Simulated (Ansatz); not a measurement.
GaN:
```xyz
4
Lattice="3.1748 0.0000 0.0000 -1.5874 2.7494 0.0000 0.0000 0.0000 7.5231" Properties=species:S:1:pos:R:3 pbc="T T T"
Ga     1.5874     0.9165     1.8808
Ga     0.0000     1.8329     5.6423
N      0.0000     0.0000     5.6423
N      0.0000     0.0000     1.8808
```

Relaxed with r²SCAN+D4.

**Question.** Give the optical modes at the zone centre with their infrared and Raman activity from DFPT, r²SCAN+D4 in the plane-wave PAW code Ansatz.

**Answer.** Transverse frequencies, without the LO–TO term; a row sums one degenerate level.

```tsv
ω (cm⁻¹)	degeneracy	IR ((D/Å)²/amu)	Raman (Å⁴/amu)	activity	symmetry
37i	2	0.00	0.074	Raman	E2g
62	1	0.00	0	silent	B1g
235	1	3.65	0	IR	A2u
310	1	0.00	0	silent	B1g
737	2	0.00	49	Raman	E2g
741	2	74.59	0	IR	E1u
```

**Question.** How high does the top mode go among those that the LO–TO term moves?

**Answer.** 886 cm⁻¹ for q along x, 886 cm⁻¹ for q along y, 308 cm⁻¹ for q along z.

Space group P6_3/mmc. The workflow started from a Materials Project entry (that database holds measured and hypothetical structures alike); the Crystallography Open Database copy checked does not list it. It is not the phase usual at ambient conditions (space group No. 186, 216). Symmetry was held in the r²SCAN+D4 relaxation; phonons on a q-mesh show weakly imaginary modes.

Potentials: the earlier of the program's two PAW sets.
